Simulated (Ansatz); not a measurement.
Ni2H in space group P-3m1 (No. 164; Ni on 2d, H on 1a), DFT-PBEsol in the program Ansatz with PAW potentials, all energies at zero smearing, with the estimated change up to a 700 eV cutoff added, with one set of potentials and settings (totals compare only within such a set). Cell of 3 atoms (2 Ni, 1 H): -11625.762 eV.

| element | reference phase | E (eV/atom) |
|---|---|---|
| Ni | Fm-3m, 1 atoms in the cell, spin-polarised | -5804.9762 |
| H | Cmce, 4 atoms in the cell | -15.6194 |

Formation energy per atom, worked out: (-11625.762 − 2×(-5804.9762) − 1×(-15.6194))/3 = -0.064 eV/atom (-6 kJ per mol of atoms), at 0 K, without zero-point energy or fitted corrections.

The workflow started from an entry of the Crystallography Open Database (COD), which files this formula under 2 space groups. Whether it is the stable phase at ambient conditions was not checked. Symmetry was held in the PBEsol relaxation; whether a distortion lowers the energy is not shown. Magnetic state: ferromagnetic, the only order run, not a proven ground state. The references are the lowest solids computed at this level, not always the standard phases (solids in place of the gases).

Potentials: the later of the program's two PAW sets.
